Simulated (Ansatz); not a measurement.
C (4H polytype) was relaxed with 4 functionals in the plane-wave code Ansatz, cell and atoms free, the symmetry of the start kept (meshes: PBE 12×12×4, r2SCAN 12×12×4, PBEsol 12×12×4, LDA 12×12×4). Note: simulated data, non-magnetic, for a generated structure that need not be the stable one.

The PBEsol result:
```
C
1.0
     2.50537    0.00000    0.00000
    -1.25269    2.16972    0.00000
     0.00000    0.00000    8.26462
C
8
Direct
  0.00000 0.00000 0.00080
  0.33333 0.66667 0.24929
  0.00000 0.00000 0.50080
  0.66667 0.33333 0.74929
  0.00000 0.00000 0.18670
  0.33333 0.66667 0.43821
  0.00000 0.00000 0.68670
  0.66667 0.33333 0.93821
```

It is hexagonal, P6_3/mmc (No. 194); a = 2.505 Å, c = 8.265 Å in the conventional setting, 5.62 Å³ an atom. C has 4 C at 1.54 Å; C has 4 C at 1.54–1.56 Å.

Problem. Order the functionals by the relaxed volume, smallest first.
A. LDA
B. PBEsol
C. r2SCAN
D. PBE

Solution. A (5.51 Å³/atom), B (5.62 Å³/atom), C (5.65 Å³/atom), D (5.70 Å³/atom).

Problem. What lattice does r2SCAN give?

Solution. a = 2.510 Å, c = 8.280 Å; the volume differs by +0.5 % from PBEsol's. C has 4 C at 1.54 Å; C has 4 C at 1.54–1.57 Å.

Problem. What lattice does LDA give?

Solution. a = 2.490 Å, c = 8.215 Å; the volume differs by -1.8 % from PBEsol's. C is surrounded by 4 C at 1.53 Å; C is surrounded by 4 C at 1.53–1.55 Å.

Problem. Held at the r2SCAN cell, what mean stress do LDA and PBE find, and does its sign point to their own minimum?

Solution. Yes. LDA -10.73 GPa, and its relaxed volume is -2.4 % from r2SCAN's; PBE +4.17 GPa, and its relaxed volume is +0.9 % from r2SCAN's. Compression counts positive, so a positive stress asks for a larger cell.
